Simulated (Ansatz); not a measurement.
A geometry of Ti3Al away from equilibrium: step 4 of the relaxation of a relaxed Ti3Al cell shaken by Gaussian noise of σ = 0.08 Å a coordinate. Calculation: PBEsol (plane waves to 420 eV, PAW, scalar-relativistic; Ansatz, an electronic-structure program). Γ-centred k-mesh 5×5×11 on the run's cell (coarser than for final values), Fermi–Dirac smearing 0.05 eV.

```xyz
8
Lattice="7.5345 -0.0545 0.0042 -3.8145 6.5004 0.0200 0.0016 0.0096 2.8783" Properties=species:S:1:pos:R:3:forces:R:3 pbc="T T T" free_energy=-15891.688 pressure_GPa=-1.6
Ti     2.1028    -0.1854    -0.0888   -0.3022   -0.1073   -0.1614
Ti     1.3180     1.9969     1.3734    0.4540    0.3654    0.2115
Ti    -0.9901     1.8336    -0.0776    0.0068   -0.3264   -0.2430
Ti     5.0147     0.0742     1.3775   -0.7504    0.1919    0.1927
Ti     2.7060     4.7726    -0.0759    0.3186    0.2885   -0.1414
Ti     4.9369     4.1271     1.3817    0.3315   -0.6583    0.1133
Al     0.0593     4.2500     0.6211   -0.0855    0.2152   -0.2261
Al     3.7076     2.1034     2.7618    0.0272    0.0310    0.2543
```

Positions in Å, forces in eV/Å, free energy of the cell in eV (comparable only within this code, potentials and settings). Largest force: 0.80 eV/Å, on Ti4 (atoms numbered as listed); the geometry lies 0.19 eV/atom above the end of its relaxation.

No spin polarisation in the result.

The end of the path is a generated cell of Ti3Al: the first start was made by placing the elements on the sites of a structure type, and the end was not matched to a known phase here, so it may be hypothetical. Known forms of Ti3Al include space group No. 194.
